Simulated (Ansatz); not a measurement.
SiO₂:
Space group P3₁21 (No. 152); a = b = 4.9492 Å, c = 5.4419 Å, α = β = 90.00°, γ = 120.00°

| atom | site | symmetry | x | y | z |
|---|---|---|---|---|---|
| Si | 3a | .2. | 0.5296 | 0.5296 | 0.0000 |
| O | 6c | 1 | 0.4125 | 0.2669 | 0.2145 |

Relaxed with PBEsol. DFT-PBEsol in the program Ansatz with PAW potentials gives a gap of 5.72 eV.

Task: What gap does HSE06 give on the same cell (Ansatz, PAW)?

Result: 7.67 eV, 1.95 eV more. The hybrid was solved on a coarser mesh and at special points; the gap given is the minimum over both.

```
k  v1 PBEsol  c1 PBEsol  v1 HSE06  c1 HSE06
-  ---------  ---------  --------  --------
Γ      -0.31       5.72     -0.32      7.67
A      -0.09       7.67       [?]       [?]
K       0.00       8.61       [?]       [?]
H      -0.57       8.62       [?]       [?]
M      -0.04       7.95     -0.04     10.04
L      -0.18       8.55       [?]       [?]
```

Task: Top valence (v1) and lowest conduction level (c1) in eV from each method's valence maximum (which need not be a listed point): supply the withheld HSE06 values.

Result: 
- H, v1 HSE06: -0.60
- H, c1 HSE06: 10.87
- K, v1 HSE06: 0.00
- K, c1 HSE06: 10.71
- A, v1 HSE06: -0.10
- A, c1 HSE06: 9.69
- L, v1 HSE06: -0.19
- L, c1 HSE06: 10.77

Cost on shared cores: the PBEsol run (SCF on a 7×7×5 mesh, then bands and DOS) roughly 70 core-seconds, the HSE06 run (SCF on 4×4×3, then a few points) very roughly 90 core-seconds; the tasks are unlike.

Space group P3_121. The cell was relaxed with PBEsol under the symmetry of its start.

Potentials: the earlier of the program's two PAW sets. The files were generated under PBE; for other functionals the program regenerates the frozen cores, and for LDA and PBEsol the local potential too.
